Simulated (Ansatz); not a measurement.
Relaxed-ion elastic tensor of InMo₃C (anti-perovskite, Pm-3m) in GPa (Voigt order), the program Ansatz at the PBEsol level (PAW); density 9.48 g/cm³, 14.53 Å³ per atom.

|  | 1 | 2 | 3 | 4 | 5 | 6 |
|---|---|---|---|---|---|---|
| 1 | 459 | 133 | 133 | 0.0 | 0.0 | 0.0 |
| 2 | 133 | 459 | 133 | 0.0 | 0.0 | 0.0 |
| 3 | 133 | 133 | 459 | 0.0 | 0.0 | 0.0 |
| 4 | 0.0 | 0.0 | 0.0 | 76.9 | 0.0 | 0.0 |
| 5 | 0.0 | 0.0 | 0.0 | 0.0 | 76.9 | 0.0 |
| 6 | 0.0 | 0.0 | 0.0 | 0.0 | 0.0 | 76.9 |

Q: Is the crystal mechanically stable?

A: Yes: the smallest eigenvalue of C is 76.9 GPa.

Q: Work out the Voigt, Reuss and Hill averages.

A: K_V = 241, K_R = 241, K_H = 241; G_V = 111, G_R = 97.5, G_H = 104 GPa.

Q: Give Young's modulus, Poisson's ratio, Pugh's ratio and the universal anisotropy index.

A: E = 9KG/(3K + G) = 274 GPa; ν = 0.31; K/G = 2.31 (ductile by the Pugh limit of 1.75); A_U = 5G_V/G_R + K_V/K_R − 6 = 0.71.

Q: Estimate the sound speeds and the Debye temperature.

A: v_l = √((K + 4G/3)/ρ) = 6340 m/s, v_t = √(G/ρ) = 3320 m/s, mean 3710 m/s; Θ = (h/k)(3n/4πV)^(1/3) v_m = 453 K.

Q: Give the Zener ratio and Young's modulus along [100], [110] and [111].

A: A = 2C44/(C11 − C12) = 0.47; 1/E = S11 − 2(S11 − S12 − S44/2)Γ with Γ = 0, 1/4, 1/3 gives 399, 237, 209 GPa.

Q: Solve the Christoffel equation for the three sound speeds along [100], [110], [111].

A: Eigenvalues of C_ijkl n_j n_l equal ρv². In km/s, slowest first: [100] 2.85, 2.85, 6.96; [110] 2.85, 4.15, 6.27; [111] 3.76, 3.76, 6.02.

The start of the workflow was typed in or built on a structure type; neither database checked (COD, Materials Project) lists it. Whether it is the stable phase at ambient conditions was not checked. The PBEsol relaxation kept the symmetry of its start; its stability against distortions is not shown here. No spin polarisation was allowed. As this level gives no gap, shear constants depend on the k-mesh and smearing (Fermi–Dirac, 0.1 eV here).

Potentials: the later of the program's two PAW sets.
